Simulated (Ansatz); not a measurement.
BaTaS3 in space group P6_3/mmc (No. 194; Ba on 2d, S on 6h, Ta on 2a) under volume change, r²SCAN in the plane-wave PAW code Ansatz, shape and atoms relaxed at each volume.

```json
[
 {"V (Å³/atom)": "21.548", "E − E(relaxed) (meV/atom)": "38.2", "P (GPa)": "6.35"},
 {"V (Å³/atom)": "22.258", "E − E(relaxed) (meV/atom)": "[?]", "P (GPa)": "[?]"},
 {"V (Å³/atom)": "22.969", "E − E(relaxed) (meV/atom)": "[?]", "P (GPa)": "[?]"},
 {"V (Å³/atom)": "23.679", "E − E(relaxed) (meV/atom)": "0.0", "P (GPa)": "0.00"},
 {"V (Å³/atom)": "24.390", "E − E(relaxed) (meV/atom)": "3.3", "P (GPa)": "-1.46"},
 {"V (Å³/atom)": "25.100", "E − E(relaxed) (meV/atom)": "12.4", "P (GPa)": "-2.61"},
 {"V (Å³/atom)": "25.810", "E − E(relaxed) (meV/atom)": "26.2", "P (GPa)": "-3.58"}
]
```

### Question
What belongs in the gaps?

### Answer

- 22.969, E − E(relaxed) (meV/atom): 3.7
- 22.969, P (GPa): 1.74
- 22.258, E − E(relaxed) (meV/atom): 15.9
- 22.258, P (GPa): 3.84

### Question
What does a third-order Birch–Murnaghan fit give for V₀, B₀ and B′?

### Answer
V₀ = 23.68 Å³/atom, B₀ = 52.4 GPa, B′ = 5.4.

The workflow started from an entry of the Crystallography Open Database (COD). Whether it is the stable phase at ambient conditions was not checked. Symmetry was held in the r²SCAN relaxation; its stability against distortions is not shown here. The run is not spin-polarised. Spin–orbit coupling is left out wherever it is not named.

Potentials: the later of the program's two PAW sets.
